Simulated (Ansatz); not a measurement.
Hf$_{3}$Cu$_{4}$Si$_{2}$:
```
CELL_PARAMETERS angstrom
      6.26358     0.00000     0.00000
     -3.13179     5.42442     0.00000
      0.00000     0.00000     3.95904
ATOMIC_POSITIONS crystal
  Hf 0.00000 0.58703 0.50000
  Hf 0.58703 0.00000 0.50000
  Hf 0.41297 0.41297 0.50000
  Si 0.66667 0.33333 0.00000
  Si 0.33333 0.66667 0.00000
  Cu 0.24668 0.00000 0.00000
  Cu 0.75332 0.75332 0.00000
  Cu 0.00000 0.24668 0.00000
  Cu 0.00000 0.00000 0.50000
```

Relaxed with r²SCAN. Special points in fractions of this cell's reciprocal vectors: Γ (0.000, 0.000, 0.000); M (0.500, 0.000, 0.000); K (0.333, 0.333, 0.000); A (0.000, 0.000, 0.500); L (0.500, 0.000, 0.500); H (0.333, 0.333, 0.500).

Question: List the band energies nearest the Fermi level at these points for r²SCAN (plane waves, PAW; program Ansatz).

Answer: In eV from the Fermi level; about four levels below and three above (degenerate sets whole), none deeper than 8.9 eV; points with the same levels are listed once.

| k | below | above |
|---|---|---|
| Γ | -2.44 -1.95 -1.55 -0.99 | 0.41 0.41 0.45 0.45 |
| M | -0.79 -0.74 -0.49 -0.06 | 0.23 1.28 1.79 |
| K | -1.00 -1.00 -0.59 -0.44 | 0.35 0.52 0.52 |
| A | -1.53 -1.53 -0.96 -0.96 | 1.05 1.05 1.39 1.39 |
| L | -1.91 -1.67 -1.56 -1.25 | 1.12 1.25 1.32 |
| H | -1.92 -1.81 -1.81 -0.91 | 1.26 1.32 1.44 1.44 |

Space group P-62m. The workflow started from a Materials Project entry (that database holds measured and hypothetical structures alike); the Crystallography Open Database copy checked does not list it. Whether it is the stable phase at ambient conditions was not checked. Symmetry was held in the r²SCAN relaxation; its stability against distortions is not shown here. The run is not spin-polarised. Scalar-relativistic: spin–orbit coupling is off unless named, which matters more the heavier the elements.

Potentials: the later of the program's two PAW sets.
